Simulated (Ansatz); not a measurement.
## Vibrational response of HBr at 25 GPa

These are results of Ansatz 0.2.0, DFT LDA, scalar-relativistic, plane waves, PAW, not measurements. Plane waves to 420 eV; Γ-centred k mesh 16×16×16; Fermi-Dirac smearing of 0.15 eV. No spin polarisation. Phonons by linear response, acoustic sum rule imposed.

The cell, relaxed at 25 GPa:
```yaml
crystal:
  lattice:
    - [0.00000, 2.57755, 2.57755]
    - [1.66347, 0.00000, 2.57755]
    - [1.66347, 2.57755, 0.00000]
  atoms:
    - { symbol: H, position: [0.00000, 0.00000, 0.00000] }
    - { symbol: Br, position: [0.50000, 0.50000, 0.50000] }
```

In a metal, frequencies and elastic constants depend on the k mesh and the smearing, soft modes and shear constants most. Other phases may be more stable at this pressure. A semilocal functional can close a gap that the real compound has.

Task: Is this structure stable against zone-centre distortions?

Result: No: 3 of the 3 optical modes are imaginary.

Task: List the optical modes at Γ (i marks imaginary ones).

Result:
```csv
frequency (cm⁻¹),degeneracy
1081i,1
350i,2
```

Cost: 1 run of about 0.56 core-minutes, on Arm Neoverse V2 (shared hosts).